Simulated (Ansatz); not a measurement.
The calculation used DFT PBE, scalar-relativistic, plane waves, PAW (Ansatz). All cells share a 420 eV cutoff and Γ-centred k meshes spaced at most about 0.3 Å⁻¹ (about 0.25 or finer for metals, 2π included). No spin polarisation in the final relaxations.

Temperature and zero-point effects are left out.

Compare these two cells of MgZn2TeSe2, each relaxed at this level.

A.

```
CELL_PARAMETERS angstrom
-2.35900 2.35900 7.32292
2.35900 -2.35900 7.32292
2.35900 2.35900 -7.32292
ATOMIC_POSITIONS crystal
Mg 0.50000 0.50000 0.00000
Zn 0.18602 0.18602 0.00000
Zn 0.81398 0.81398 0.00000
Te 0.00000 0.00000 0.00000
Se 0.75000 0.25000 0.50000
Se 0.25000 0.75000 0.50000
```

B.

```
CELL_PARAMETERS angstrom
3.91110 0.00000 0.00000
-1.95555 3.38711 0.00000
0.00000 0.00000 9.72570
ATOMIC_POSITIONS crystal
Mg 0.00000 0.00000 0.50000
Zn 0.66667 0.33333 0.18188
Zn 0.33333 0.66667 0.81812
Te 0.00000 0.00000 0.00000
Se 0.66667 0.33333 0.66541
Se 0.33333 0.66667 0.33459
```

**Question.** Which is lower in energy, and by how much?

**Answer.** B is lower, by 0.32 eV/atom. A has space group I4/mmm (No. 139), 27.2 Å³/atom and no gap on its mesh; B has space group P-3m1 (No. 164), 21.5 Å³/atom and no gap. The shortest distance is 2.54 Å (Zn–Se) in A and 2.70 Å (Zn–Se) in B. The denser one is the lower, and pressure would at first widen the difference. In A, around Mg lie 4 Te at 3.34 Å; around Zn lie 4 Se at 2.54 Å and 1 Te at 2.72 Å; Te has 2 Zn at 2.72 Å and 4 Mg at 3.34 Å; around Se lie 4 Zn at 2.54 Å. In B, Mg is surrounded by 6 Se at 2.77 Å; Zn has 3 Se at 2.70 Å and 3 Te at 2.87 Å; around Te lie 6 Zn at 2.87 Å; around Se lie 3 Zn at 2.70 Å and 3 Mg at 2.77 Å. Both come from invented guesses.

Spin–orbit coupling, which can matter for Te, is left out. Cells relaxed within their symmetry can be saddle points.
